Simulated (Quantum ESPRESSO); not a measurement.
## Band energies of Cs$_{2}$RbScF$_{6}$

```
Cs2RbScF6
1.0
    0.00000     4.75953     4.75953
    4.75953     0.00000     4.75953
    4.75953     4.75953     0.00000
F Sc Rb Cs
6 1 1 2
Direct
  0.78518   0.21482   0.21482
  0.21482   0.78518   0.78518
  0.21482   0.78518   0.21482
  0.78518   0.21482   0.78518
  0.21482   0.21482   0.78518
  0.78518   0.78518   0.21482
  0.00000   0.00000   0.00000
  0.50000   0.50000   0.50000
  0.75000   0.75000   0.75000
  0.25000   0.25000   0.25000
```

PBEsol (Quantum ESPRESSO, PseudoDojo norm-conserving, 84 Ry, scalar-relativistic); path ΓXWKΓLUWLK,UX; energies in eV from the valence-band maximum.

| k (1/Å) | point | band 36 | band 37 | band 38 | band 39 | band 40 | band 41 | band 42 | band 43 |
|---|---|---|---|---|---|---|---|---|---|
| 0.00 | Γ | -0.19 | -0.19 | 0.00 | 0.00 | 0.00 | 6.41 | 7.03 | 7.03 |
| 0.22 |  | -0.19 | -0.19 | -0.03 | -0.03 | 0.00 | 6.77 | 7.04 | 7.08 |
| 0.66 | X | -0.18 | -0.18 | -0.15 | -0.15 | -0.01 | 7.05 | 7.17 | 7.17 |
| 0.66 | W | -0.25 | -0.25 | -0.15 | -0.05 | -0.05 | 7.12 | 7.12 | 7.17 |
| 0.89 | K | -0.28 | -0.25 | -0.12 | -0.11 | -0.02 | 7.09 | 7.16 | 7.17 |
| 1.24 |  | -0.29 | -0.21 | -0.04 | -0.04 | -0.04 | 7.08 | 7.10 | 7.11 |
| 1.59 | Γ | -0.19 | -0.19 | 0.00 | 0.00 | 0.00 | 6.41 | 7.03 | 7.03 |
| 1.97 |  | -0.28 | -0.28 | -0.04 | -0.04 | -0.04 | 7.10 | 7.10 | 7.12 |
| 2.17 | L | -0.31 | -0.31 | -0.06 | -0.05 | -0.05 | 7.12 | 7.12 | 7.15 |
| 2.57 | U | -0.28 | -0.25 | -0.12 | -0.11 | -0.02 | 7.09 | 7.16 | 7.17 |
| 2.57 | W | -0.25 | -0.25 | -0.15 | -0.05 | -0.05 | 7.12 | 7.12 | 7.17 |
| 2.73 |  | -0.28 | -0.27 | -0.13 | -0.05 | -0.05 | 7.12 | 7.12 | 7.17 |
| 3.04 | L | -0.31 | -0.31 | -0.06 | -0.05 | -0.05 | 7.12 | 7.12 | 7.15 |
| 3.31 |  | -0.29 | -0.29 | -0.10 | -0.09 | -0.04 | 7.11 | 7.14 | 7.16 |
| 3.44 | K | -0.28 | -0.25 | -0.12 | -0.11 | -0.02 | 7.09 | 7.16 | 7.17 |
| 3.44 | U | -0.28 | -0.25 | -0.12 | -0.11 | -0.02 | 7.09 | 7.16 | 7.17 |
| 3.67 | X | -0.18 | -0.18 | -0.15 | -0.15 | -0.01 | 7.05 | 7.17 | 7.17 |

The PBEsol gap is direct, 6.41 eV at Γ. Another valence extremum on the path lies within 0.02 eV, too close to call.

Geometry of the Materials Project entry, not relaxed at this level.

The structure is a Materials Project entry; no match was found in the copy of COD used, and its stability was not checked.
